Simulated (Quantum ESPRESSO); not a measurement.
**Kohn-Sham bands of Ru (hcp (Mg type))**

```
Ru
1.0
    2.70783     0.00000     0.00000
   -1.35392     2.34505     0.00000
    0.00000     0.00000     4.26810
Ru
2
Cartesian
  1.35392  -0.78168   1.06702
 -1.35392   0.78168  -1.06702
```

Materials Project entry mp-33; symmetrised, unrelaxed at this level. This is the element's usual structure. Method: PBEsol plane waves in Quantum ESPRESSO 7.5 (PseudoDojo norm-conserving files, 68 Ry, spinors with spin-orbit coupling), Bloch states on a 6×6×4 mesh through Γ, Wannier90 4.0.1. Density: 18×18×10 mesh, cold smearing 0.01 Ry.

Question: List the Kohn-Sham levels between −8 and 3.0 eV relative to the Fermi level at the high-symmetry points, as a band run of pw.x on that density gives them (levels within 2 meV counted together).

Answer: 
| point | k (reciprocal lattice) | levels (eV) |
|---|---|---|
| Γ | 0.000 0.000 0.000 | -6.27 (×2), -2.76 (×2), -2.50 (×2), -2.44 (×2), -2.09 (×2), -1.79 (×2), -1.47 (×2), -1.33 (×2), 1.11 (×2), 1.26 (×2), 1.29 (×2) |
| M | 0.500 0.000 0.000 | -6.21 (×2), -5.56 (×2), -5.43 (×2), -3.09 (×2), -2.08 (×2), -1.86 (×2), -1.51 (×2), 1.42 (×2), 1.80 (×2), 2.01 (×2) |
| K | 0.333 0.333 0.000 | -5.65 (×2), -4.39 (×2), -4.37 (×2), -3.83 (×2), -2.93 (×2), -2.82 (×2), -1.07 (×2), 0.97 (×2), 1.11 (×2), 1.50 (×2) |
| A | 0.000 0.000 0.500 | -6.13 (×4), -2.90 (×4), -2.79 (×4), -2.66 (×4), 0.53 (×4), 0.60 (×4) |
| L | 0.500 0.000 0.500 | -6.12 (×4), -4.56 (×4), -1.09 (×4), 0.42 (×4), 1.69 (×4) |
| H | 0.333 0.333 0.500 | -4.78 (×2), -4.72 (×2), -4.17 (×2), -4.16 (×2), -2.80 (×2), -2.71 (×2), -1.29 (×2), -1.08 (×2), 1.21 (×2), 1.26 (×2) |
